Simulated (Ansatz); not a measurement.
Mg (simple hexagonal, P6/mmm) under volume change, r²SCAN (plane waves, PAW; program Ansatz), shape and atoms relaxed at each volume.

```
V (Å³/atom)  E − E(relaxed) (meV/atom)  P (GPa)
-----------  -------------------------  -------
22.703                            21.3     3.33
23.452                             8.8     2.03
24.200                             2.0     0.92
24.949                             0.0    -0.04
25.697                             2.1    -0.85
26.446                             7.7    -1.55
27.194                            16.4    -2.15
```

What does a third-order Birch–Murnaghan fit give for V₀, B₀ and B′?

V₀ = 24.92 Å³/atom, B₀ = 29.5 GPa, B′ = 4.1.

The workflow started from a Materials Project entry (that database holds measured and hypothetical structures alike); the Crystallography Open Database copy checked does not list it. It is not the phase usual at ambient conditions (space group No. 194). Symmetry was held in the r²SCAN relaxation. At this level the phase is mechanically unstable.

Potentials: the later of the program's two PAW sets.
